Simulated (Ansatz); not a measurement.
TiSi$_{2}$ (C49 type, space group Cmcm)

```
CELL_PARAMETERS angstrom
      1.76356    -6.76170     0.00000
      1.76356     6.76170     0.00000
      0.00000     0.00000     3.56562
ATOMIC_POSITIONS crystal
  Si 0.94171 0.05829 0.75000
  Si 0.05829 0.94171 0.25000
  Si 0.25028 0.74972 0.75000
  Si 0.74972 0.25028 0.25000
  Ti 0.60322 0.39678 0.75000
  Ti 0.39678 0.60322 0.25000
```

In this cell atom 1 (Si, nearest neighbour Si at 2.380 Å; its periodic images, 3.5 Å or more away, move with it) is moved by s along Cartesian [110], unit vector (0.707, 0.707, 0.000); all other atoms and the cell stay fixed.

All values below come from r2SCAN (plane waves to 500 eV, PAW, scalar-relativistic; Ansatz, a first-principles code). k mesh 11×11×11 (Γ-centred), Fermi-Dirac smearing 0.05 eV. E stands for the smeared free energy. With partly filled bands, energies and forces of such displacements shift with the k mesh and the smearing. The PAW data are Ansatz's earlier set. This is one of several known forms of TiSi2; the measured ambient cells at hand have space group No. 70. TiSi2 is run without spin polarisation. TiSi2 was relaxed with its symmetry unable to fall. The zero of ΔE is the undisplaced structure. The last digit holds for this mesh only.

```csv
s (Å),ΔE (meV/cell)
-0.480,1075.5
-0.384,677.1
-0.288,376.9
-0.192,166.4
-0.096,41.4
0.000,0.0
0.096,41.1
0.192,163.2
0.288,363.5
0.384,638.4
0.480,983.3
```

What force constant k = d²E/ds² at s = 0 does the table give?

9.0 eV/Å². It is the second difference of the nearest points, corrected with the next pair.

With k = 8.96 eV/Å² from the forces, is the well harmonic out to s = 0.480 Å?

½ks² = 1032 meV/cell against the computed 983 meV/cell, so the well is close to harmonic there.

(A displaced cell: forces are minus the slopes of the energy, force constants its curvatures, and phonons follow from these.)
